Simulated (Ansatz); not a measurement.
The slice is one period of a (1 -1 0 0) plane through atoms; its size isn't given.

Computed with PBE (plane waves to 420 eV, PAW, scalar-relativistic; Ansatz, a quantum-chemistry and plane-wave program). Inside the PAW spheres the values are not all-electron values, and peaks at nuclei hang on which shells count as valence.

```
|999977441100000011447799|
|887755331100000011335577|
|554433110000000000113344|
|222211000000000000001122|
|000000000000000000000000|
|000000000000000000000000|
|000000000000110000000000|
|000000001111221111000000|
|000000001122332211000000|
|000000112233333322110000|
|000000001122332211000000|
|000000001111221111000000|
|000000000000110000000000|
|000000000000000000000000|
|000000000000000000000000|
|222211000000000000001122|
|554433110000000000113344|
|887755331100000011335577|
|999977441100000011447799|
|999977552200000022557799|
```
Scale: ten equal steps from -1.04 (start of '0') to 1.14 (end of '9'), in the order '0123456789'. Values: log₁₀ of the valence density in e/Å³. The map has 12 points along u (two characters each, u = 0 at the left) and 20 along v (v = 0 in the bottom row). The scale is logarithmic, as a density can span decades between atoms and voids.

```
|xx@*  .  *@x|
|@@%-  :  -%@|
|%#=  :=:  =#|
|:.  .-=-.  .|
|   .::-::.  |
|--::.   .::-|
|*+-.     .-+|
|#*:   .   :*|
|#+:  :-:  :+|
|#+. .-=-. .+|
|#+:  :-:  :+|
|#*:   .   :*|
|*+-.     .-+|
|--::.   .::-|
|   .::-::.  |
|:.  .-=-.  .|
|%#=  :=:  =#|
|@@%-  :  -%@|
|xx@*  .  *@x|
|xx@#. . .#@x|
```
Scale: ten equal steps from 0.12 (start of ' ') to 0.84 (end of '@'), in the order ' .:-=+*#%@'. Values: electron localisation function (ELF). The map has 12 points along u (one character each, u = 0 at the left) and 20 along v (v = 0 in the bottom row). Points within 0.5 Å of a nucleus are blanked (x), as the pseudised field means little there.

Which relaxed crystal do these maps come from?
A. Gd (hcp, Mg type)
B. Tl (hcp, Mg type)
C. Cd (hcp, Mg type)

A, Gd (hcp, Mg type). Atoms on the slice: Gd at (0.00, 0.00)

All were relaxed with their symmetry unable to fall. Relaxed Gd ends ferromagnetic. Spin-orbit coupling is left out. The relaxed volume of Cd is well above the measured one; the method has no dispersion term. The relaxed volume of Tl is well above the measured one; the method has no dispersion term. The magnetic order is the one the run started from; other orders were not tried. (This holds for the magnetic or f-shell members.) The filling of the f shell was not checked against other fillings, so treat energies with care. (This holds for the magnetic or f-shell members.)
